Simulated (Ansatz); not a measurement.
Random displacements in Rh

Method: DFT LDA, scalar-relativistic, plane waves, PAW (Ansatz 0.2.0). Settings: plane waves to 420 eV, k-mesh 6×6×6 (Γ-centred), Gaussian smearing 0.15 eV. The mesh is coarse. No spin polarisation. Energies are free energies at this smearing, counted from the undisturbed cell; pressure is positive in compression.

Reference structure (as given, not relaxed at this level; this form isn't the usual structure):

```xyz
8
Lattice="2.7310 0.0000 -4.4285 2.7310 0.0000 4.4285 -2.7310 -4.7302 0.0000" Properties=species:S:1:pos:R:3 pbc="T T T"
Rh    2.7310   -1.5767   -1.1071
Rh    0.0000   -1.5767   -1.1071
Rh    1.3655   -3.9418   -1.1071
Rh   -1.3655   -3.9418   -1.1071
Rh    4.0965   -0.7884    1.1071
Rh    1.3655   -0.7884    1.1071
Rh    2.7310   -3.1535    1.1071
Rh    0.0000   -3.1535    1.1071
```

The atoms are displaced (Å, in the unstrained cell):

```csv
atom,ux,uy,uz
Rh1,0.070,-0.033,-0.055
Rh2,0.154,-0.257,-0.383
Rh3,-0.198,0.215,0.144
Rh4,0.087,0.117,0.222
Rh5,0.213,0.197,0.086
Rh6,0.070,-0.023,0.180
Rh7,-0.280,0.096,-0.201
Rh8,-0.115,-0.311,0.006
```

The cell is not strained.

What are the energy change, the stress and the forces?

ΔE = 480.5 meV/atom; stress (xx, yy, zz, yz, xz, xy; compression positive) (3.51, 8.18, 6.13, -3.26, 5.20, -0.75) GPa.
```
atom Fx (eV/Å) Fy Fz
 Rh1      -0.10   0.61   0.29
 Rh2      -1.02   4.79   2.29
 Rh3       3.09  -4.94  -2.36
 Rh4      -2.90  -1.86  -2.16
 Rh5      -0.37  -1.72  -0.40
 Rh6      -1.43   0.04  -1.57
 Rh7       2.14  -0.11   1.02
 Rh8       0.61   3.18   2.90
```

Cost: 1 run of about 2.9 core-minutes, on AMD EPYC (Zen 3) (shared hosts).